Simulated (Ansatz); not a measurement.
The start is a randomly generated symmetric cell of Nb (space group No. 139). A full variable-cell relaxation at zero pressure is run with r2SCAN (plane waves to 500 eV, PAW, scalar-relativistic; Ansatz, a program for electronic structure). The first steps use a coarse 14×14×14 k-mesh.

Input geometry:
```
CELL_PARAMETERS angstrom
     -1.86045     1.86045     1.53690
      1.86045    -1.86045     1.53690
      1.86045     1.86045    -1.53690
ATOMIC_POSITIONS crystal
  Nb 0.50000 0.50000 0.00000
```

- Outcome = The space group goes from I4/mmm (No. 139) to Im-3m (No. 229); the end is bcc (W type), with 1 atom in the primitive cell
- Volume change = -15.3 %, from 21.28 to 18.01 Å³/atom
- Shortest distances (start → end) = The closest pairs of elements (up to four, under 3.6 Å), start → end: Nb–Nb 3.05 → 2.86 Å
- Band gap at the end = no gap (metallic)
- Optimiser moves = 9

The end point of the relaxation:

```cif
data_Nb2
_chemical_formula_sum 'Nb2'
_space_group_name_H-M_alt 'Im-3m'
_space_group_IT_number 229
_space_group_name_Hall '-I 4 2 3'
_cell_length_a 3.30269
_cell_length_b 3.30269
_cell_length_c 3.30269
_cell_angle_alpha 90.000
_cell_angle_beta 90.000
_cell_angle_gamma 90.000
loop_
_atom_site_label
_atom_site_type_symbol
_atom_site_symmetry_multiplicity
_atom_site_Wyckoff_symbol
_atom_site_fract_x
_atom_site_fract_y
_atom_site_fract_z
_atom_site_occupancy
Nb1 Nb 2 a 0.00000 0.00000 0.00000 1
```
(The calculation used a cell of 1 atom; values per cell refer to that cell.)

Final values are on a 20×20×20 k-mesh of the relaxed cell. No spin polarisation in the result.

The run could not lose the symmetry of its start; a randomly shaken copy of 2 atoms returns to this structure.
